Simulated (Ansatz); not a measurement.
Values for one crystal, relaxed and computed with plane-wave PAW r²SCAN (Ansatz code); other levels are named.

* **Volume per atom**: 12.98 Å³
* **Band gap**: 2.23 eV (indirect)
* **Valence-band maximum**: at A
* **Conduction-band minimum**: at Γ
* **Pressure derivative B′**: 10.1
* **Gap with spin–orbit coupling**: 2.23 eV
* **Hole effective mass with spin–orbit coupling**: 0.84, 0.84, 23 mₑ (principal values)

### Question
Which of these materials gives this?
A. MgO, P6_3/mmc (Mg on 2c, O on 2d)
B. NaNiO2, C2/m (Na on 2d, Ni on 2a, O on 4i)
C. Ce2SeO2, P-3m1 (Ce on 2d, Se on 1b, O on 2d)
D. BaTiO3, P4mm (Ti on 1b, Ba on 1a, O on 1b, O on 2c)

### Answer
D, BaTiO3, P4mm (Ti on 1b, Ba on 1a, O on 1b, O on 2c)

Symmetry was held in the r²SCAN relaxation. The run is not spin-polarised. Spin–orbit coupling is left out wherever it is not named.

Potentials: the later of the program's two PAW sets.
